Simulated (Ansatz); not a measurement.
Cu Kα1 powder pattern (kinematic, no thermal factors).
```tsv
2θ (°)	relative intensity	assignment
19.46	2	1 0 0
27.66	100	1 1 0
39.51	19	2 0 0
44.41	1	2 1 0
48.91	40	2 1 1
57.11	12	2 2 0
64.61	17	3 1 0
71.67	4	2 2 2
78.45	19	3 2 1
85.07	2	4 0 0
```

The pattern is computed from a structure relaxed with DFT PBE, scalar-relativistic, plane waves, PAW in Ansatz. No spin polarisation. Its elements are Cd, Rb.

Give the structure.

RbCd.
Space group Pm-3m (No. 221). a = 4.558 Å, b = 4.558 Å, c = 4.558 Å, α = 90.00°, β = 90.00°, γ = 90.00°
```tsv
atom	site	symmetry	x	y	z
Rb	1a	m-3m	0.0000	0.0000	0.0000
Cd	1b	m-3m	0.5000	0.5000	0.5000
```

A pattern alone doesn't exclude other cells with like lines; this is the one computed.

The cell was found from a structure generator's guess, not taken from experiment.
